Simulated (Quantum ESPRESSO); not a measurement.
HfZr4WScLi, finding a planted mistake in a log

A calculation, not a measurement. The program is pw.x of Quantum ESPRESSO 7.5 (plane-wave density functional theory). The cell is made up: eight metal atoms on a hexagonal close-packed lattice, with elements, volume, strain and displacements drawn at random and not relaxed, so it may be unstable or far from any real phase. PseudoDojo standard norm-conserving files set the functional (PBE unless stated); there is no spin polarisation or spin-orbit coupling, the Fermi-Dirac width of 0.25 eV means electrons at about 2900 K, and the masses in the input are unused placeholders. Heavy elements are run without spin-orbit coupling, which real alloys of them have. A spin test at this wide smearing found no moment, but such smearing suppresses magnetism that the real alloy may have.

Intended input:

```
&control calculation='scf', pseudo_dir='./dojo.nc.sr.pbe.v0_5.standard.upf', outdir='./o', disk_io='minimal', tprnfor=.true., tstress=.true. /
&system ibrav=0, nat=8, ntyp=5, nbnd=61, ecutwfc=82.02448710, nosym=.true., tot_charge=0,
 occupations='smearing', smearing='fd', degauss=0.0183746611
/
&electrons conv_thr=1.470e-08, electron_maxstep=70, mixing_beta=0.5 /
ATOMIC_SPECIES
Hf 1.0 Hf.upf
Li 1.0 Li.upf
Sc 1.0 Sc.upf
W 1.0 W.upf
Zr 1.0 Zr.upf
CELL_PARAMETERS angstrom
-0.0032 -0.086 -5.131
0.0558 5.623 0.0923
6.3041 0.0644 0.004
ATOMIC_POSITIONS angstrom
Hf -0.014 0.0253 -0.0086
Zr 3.1153 0.1005 0.0109
W 1.6024 2.8293 0.0254
Zr 4.7436 2.8366 -0.0122
Zr 0.0075 1.8169 -2.5155
Sc 3.1757 1.8304 -2.5714
Zr 1.6496 4.6189 -2.45
Li 4.7778 4.6512 -2.4913
K_POINTS automatic
5 4 4 1 1 1
```

The log is shortened where brackets say so; the opening notice, blank lines, dates and the lines on written files are dropped, and the path of the files is cut. It prints rydbergs, bohrs and kilobars, and counts compression as positive stress. Its total energy is the free energy E - TS of the whole cell.

Log of the intended run:

```
     Program PWSCF v.7.5
     Parallel version (MPI & OpenMP), running on       4 processor cores
     Number of MPI processes:                 4
     Threads/MPI process:                     1
     [start-up lines left out]
     bravais-lattice index     =            0
     lattice parameter (alat)  =       9.6975  a.u.
     unit-cell volume          =    1226.9480 (a.u.)^3
     number of atoms/cell      =            8
     number of atomic types    =            5
     number of electrons       =        88.00
     number of Kohn-Sham states=           61
     kinetic-energy cutoff     =      82.0245  Ry
     charge density cutoff     =     328.0979  Ry
     scf convergence threshold =      1.5E-08
     mixing beta               =       0.5000
     number of iterations used =            8  plain     mixing
     Exchange-correlation= PBE
                           (   1   4   3   4   0   0   0)
     [axes and pseudopotential details left out]
   Cartesian axes
     site n.     atom                  positions (alat units)
         1        Hf     tau(   1) = (  -0.0027281   0.0049301  -0.0016759  )
         2        Zr     tau(   2) = (   0.6070672   0.0195841   0.0021240  )
         3        W      tau(   3) = (   0.3122539   0.5513354   0.0049496  )
         4        Zr     tau(   4) = (   0.9243681   0.5527580  -0.0023774  )
         5        Zr     tau(   5) = (   0.0014615   0.3540527  -0.4901864  )
         6        Sc     tau(   6) = (   0.6188371   0.3566834  -0.5010794  )
         7        Zr     tau(   7) = (   0.3214516   0.9000683  -0.4774226  )
         8        Li     tau(   8) = (   0.9310326   0.9063625  -0.4854706  )
     number of k points=    40  Fermi-Dirac smearing, width (Ry)=  0.0184
                       cart. coord. in units 2pi/alat
        k(    1) = (   0.1006461   0.1147544  -0.1020002), wk =   0.0500000
        k(    2) = (   0.3041741   0.1127362  -0.1020933), wk =   0.0500000
     [further k points left out]
     Dense  grid:   123131 G-vectors     FFT dimensions: (  60,  64,  72)
     Estimated max dynamical RAM per process >     356.44 MB
     Estimated total dynamical RAM >       1.30 GB
     Initial potential from superposition of free atoms
     starting charge      87.9810, renormalised to      88.0000
     Starting wfcs are   72 randomized atomic wfcs
     total cpu time spent up to now is        7.7 secs
     per-process dynamical memory:   256.4 Mb
     Self-consistent Calculation
     iteration #  1     ecut=    82.02 Ry     beta= 0.50
     Davidson diagonalization with overlap
     ethr =  1.00E-02,  avg # of iterations =  3.1
     Threshold (ethr) on eigenvalues was too large:
     Diagonalizing with lowered threshold
     Davidson diagonalization with overlap
     ethr =  2.25E-04,  avg # of iterations =  5.3
     total cpu time spent up to now is       35.1 secs
     total energy              =    -780.54590485 Ry
     estimated scf accuracy    <       0.25564618 Ry
     iteration #  2     ecut=    82.02 Ry     beta= 0.50
     Davidson diagonalization with overlap
     ethr =  2.91E-04,  avg # of iterations =  5.5
     total cpu time spent up to now is       50.2 secs
     total energy              =    -780.45104605 Ry
     estimated scf accuracy    <       1.25701077 Ry
     [iterations 3 to 16 left out]
     iteration # 17     ecut=    82.02 Ry     beta= 0.50
     Davidson diagonalization with overlap
     ethr =  9.21E-11,  avg # of iterations =  4.8
     total cpu time spent up to now is      255.0 secs
     total energy              =    -780.62153181 Ry
     estimated scf accuracy    <       0.00000003 Ry
     iteration # 18     ecut=    82.02 Ry     beta= 0.50
     Davidson diagonalization with overlap
     ethr =  3.06E-11,  avg # of iterations =  4.2
     total cpu time spent up to now is      266.9 secs
     End of self-consistent calculation
     [lines on levels left out]
!    total energy              =    -780.62153181 Ry
     estimated scf accuracy    <          5.8E-09 Ry
     smearing contrib. (-TS)   =      -0.16086903 Ry
     internal energy E=F+TS    =    -780.46066278 Ry
     The total energy is F=E-TS. E is the sum of the following terms:
     one-electron contribution =    -213.60469519 Ry
     hartree contribution      =     131.70304755 Ry
     xc contribution           =    -160.86516585 Ry
     ewald contribution        =    -537.69384929 Ry
     convergence has been achieved in  18 iterations
     Forces acting on atoms (cartesian axes, Ry/au):
     atom    1 type  1   force =     0.01695466   -0.00657060    0.00588446
     atom    2 type  5   force =    -0.01326793   -0.00579931   -0.00196828
     atom    3 type  4   force =    -0.01354620    0.00496814    0.00077491
     atom    4 type  5   force =    -0.00102649    0.02400376    0.00455937
     atom    5 type  5   force =     0.03129075    0.00592272   -0.01082754
     atom    6 type  3   force =    -0.01238184    0.01176715    0.00156584
     atom    7 type  5   force =    -0.01037948   -0.04058373    0.00106150
     atom    8 type  2   force =     0.00235653    0.00629186   -0.00105026
     Total force =     0.067922     Total SCF correction =     0.000176
     Computing stress (Cartesian axis) and pressure
          total   stress  (Ry/bohr**3)                   (kbar)     P=      -46.85
  -0.00028674  -0.00000912  -0.00000742          -42.18       -1.34       -1.09
  -0.00000912  -0.00042003  -0.00002330           -1.34      -61.79       -3.43
  -0.00000742  -0.00002330  -0.00024864           -1.09       -3.43      -36.58
     init_run     :      6.10s CPU      6.38s WALL (       1 calls)
     electrons    :    253.99s CPU    259.19s WALL (       1 calls)
     forces       :      2.45s CPU      2.47s WALL (       1 calls)
     stress       :      8.14s CPU      8.30s WALL (       1 calls)
     [timing details left out]
     PWSCF        :   4m32.05s CPU   4m37.77s WALL
     JOB DONE.
```

A second run was made from an input with one planted mistake. Its log:

```
     Program PWSCF v.7.5
     Parallel version (MPI & OpenMP), running on       4 processor cores
     Number of MPI processes:                 4
     Threads/MPI process:                     1
     [start-up lines left out]
     bravais-lattice index     =            0
     lattice parameter (alat)  =       9.8673  a.u.
     unit-cell volume          =    1292.4936 (a.u.)^3
     number of atoms/cell      =            8
     number of atomic types    =            5
     number of electrons       =        88.00
     number of Kohn-Sham states=           61
     kinetic-energy cutoff     =      82.0245  Ry
     charge density cutoff     =     328.0979  Ry
     scf convergence threshold =      1.5E-08
     mixing beta               =       0.5000
     number of iterations used =            8  plain     mixing
     Exchange-correlation= PBE
                           (   1   4   3   4   0   0   0)
     [axes and pseudopotential details left out]
   Cartesian axes
     site n.     atom                  positions (alat units)
         1        Hf     tau(   1) = (  -0.0027195   0.0049219  -0.0016853  )
         2        Zr     tau(   2) = (   0.6070630   0.0195919   0.0021258  )
         3        W      tau(   3) = (   0.3122454   0.5513322   0.0049411  )
         4        Zr     tau(   4) = (   0.9243643   0.5527494  -0.0023748  )
         5        Zr     tau(   5) = (   0.0014555   0.3540530  -0.4901816  )
         6        Sc     tau(   6) = (   0.6188411   0.3566768  -0.5010788  )
         7        Zr     tau(   7) = (   0.3214572   0.9000611  -0.4774267  )
         8        Li     tau(   8) = (   0.9310290   0.9063620  -0.4854703  )
     number of k points=    40  Fermi-Dirac smearing, width (Ry)=  0.0184
                       cart. coord. in units 2pi/alat
        k(    1) = (   0.1006475   0.1147539  -0.1020009), wk =   0.0500000
        k(    2) = (   0.3041765   0.1127349  -0.1020958), wk =   0.0500000
     [further k points left out]
     Dense  grid:   129715 G-vectors     FFT dimensions: (  60,  64,  72)
     Estimated max dynamical RAM per process >     373.49 MB
     Estimated total dynamical RAM >       1.37 GB
     Initial potential from superposition of free atoms
     starting charge      87.9810, renormalised to      88.0000
     Starting wfcs are   72 randomized atomic wfcs
     total cpu time spent up to now is        6.0 secs
     per-process dynamical memory:   277.9 Mb
     Self-consistent Calculation
     iteration #  1     ecut=    82.02 Ry     beta= 0.50
     Davidson diagonalization with overlap
     ethr =  1.00E-02,  avg # of iterations =  3.0
     Threshold (ethr) on eigenvalues was too large:
     Diagonalizing with lowered threshold
     Davidson diagonalization with overlap
     ethr =  2.31E-04,  avg # of iterations =  5.3
     total cpu time spent up to now is       34.3 secs
     total energy              =    -780.51353526 Ry
     estimated scf accuracy    <       0.26919536 Ry
     iteration #  2     ecut=    82.02 Ry     beta= 0.50
     Davidson diagonalization with overlap
     ethr =  3.06E-04,  avg # of iterations =  5.2
     total cpu time spent up to now is       49.7 secs
     total energy              =    -780.40764152 Ry
     estimated scf accuracy    <       1.37840018 Ry
     [iterations 3 to 16 left out]
     iteration # 17     ecut=    82.02 Ry     beta= 0.50
     Davidson diagonalization with overlap
     ethr =  9.30E-11,  avg # of iterations =  2.0
     total cpu time spent up to now is      230.7 secs
     total energy              =    -780.59274589 Ry
     estimated scf accuracy    <       0.00000001 Ry
     iteration # 18     ecut=    82.02 Ry     beta= 0.50
     Davidson diagonalization with overlap
     ethr =  1.68E-11,  avg # of iterations =  5.6
     total cpu time spent up to now is      243.2 secs
     End of self-consistent calculation
     [lines on levels left out]
!    total energy              =    -780.59274589 Ry
     estimated scf accuracy    <       0.00000001 Ry
     smearing contrib. (-TS)   =      -0.16905932 Ry
     internal energy E=F+TS    =    -780.42368657 Ry
     The total energy is F=E-TS. E is the sum of the following terms:
     one-electron contribution =    -227.08789804 Ry
     hartree contribution      =     135.67273687 Ry
     xc contribution           =    -160.56236013 Ry
     ewald contribution        =    -528.44616527 Ry
     convergence has been achieved in  18 iterations
     Forces acting on atoms (cartesian axes, Ry/au):
     atom    1 type  1   force =     0.01916917   -0.00318312    0.00434742
     atom    2 type  5   force =    -0.01608902   -0.00299905   -0.00215065
     atom    3 type  4   force =    -0.01308632    0.00491402   -0.00072915
     atom    4 type  5   force =     0.00017485    0.01718412    0.00433422
     atom    5 type  5   force =     0.03252165    0.00496073   -0.00894749
     atom    6 type  3   force =    -0.01391571    0.01120143    0.00121316
     atom    7 type  5   force =    -0.01105005   -0.03802527    0.00285513
     atom    8 type  2   force =     0.00227544    0.00594715   -0.00092263
     Total force =     0.065418     Total SCF correction =     0.000317
     Computing stress (Cartesian axis) and pressure
          total   stress  (Ry/bohr**3)                   (kbar)     P=      -81.04
  -0.00052234  -0.00000667  -0.00000704          -76.84       -0.98       -1.04
  -0.00000667  -0.00063934  -0.00002130           -0.98      -94.05       -3.13
  -0.00000704  -0.00002130  -0.00049108           -1.04       -3.13      -72.24
     init_run     :      5.63s CPU      5.91s WALL (       1 calls)
     electrons    :    235.55s CPU    237.23s WALL (       1 calls)
     forces       :      2.37s CPU      2.41s WALL (       1 calls)
     stress       :      6.47s CPU      6.48s WALL (       1 calls)
     [timing details left out]
     PWSCF        :   4m10.15s CPU   4m12.25s WALL
     JOB DONE.
```

Question: the log repeats what the program read. Compare it with the intended run: what was wrong in the second input?

Answer: the cell and the positions are scaled by a wrong factor. The input lines that differ:

```
- -0.0032 -0.086 -5.131
- 0.0558 5.623 0.0923
- 6.3041 0.0644 0.004
+ -0.0033 -0.0875 -5.2208
+ 0.0568 5.7214 0.0939
+ 6.4144 0.0655 0.0041
- Hf -0.014 0.0253 -0.0086
- Zr 3.1153 0.1005 0.0109
- W 1.6024 2.8293 0.0254
- Zr 4.7436 2.8366 -0.0122
- Zr 0.0075 1.8169 -2.5155
- Sc 3.1757 1.8304 -2.5714
- Zr 1.6496 4.6189 -2.45
- Li 4.7778 4.6512 -2.4913
+ Hf -0.0142 0.0257 -0.0088
+ Zr 3.1698 0.1023 0.0111
+ W 1.6304 2.8788 0.0258
+ Zr 4.8266 2.8862 -0.0124
+ Zr 0.0076 1.8487 -2.5595
+ Sc 3.2313 1.8624 -2.6164
+ Zr 1.6785 4.6997 -2.4929
+ Li 4.8614 4.7326 -2.5349
```

|  | intended run | run with the mistake |
| --- | --- | --- |
| free energy (eV) | -10620.897 | -10620.505 |
| entropy term -TS, part of it (eV) | -2.189 | -2.300 |
| pressure (GPa) | -4.68 | -8.10 |
| size of the largest force component (eV/Å) | 1.043 | 0.978 |
| largest change of a force component (eV/Å) |  | 0.175 |
| iterations | 18 | 18 |

For scale, a rerun of the intended cell at a higher cutoff and on a denser mesh moved values by no more than 0.003 eV in energy, 0.03 GPa in stress and 0.003 eV/Å in force, and a second program with other atomic files agreed on that cell to 2 % rms in force and 0.5 GPa in pressure.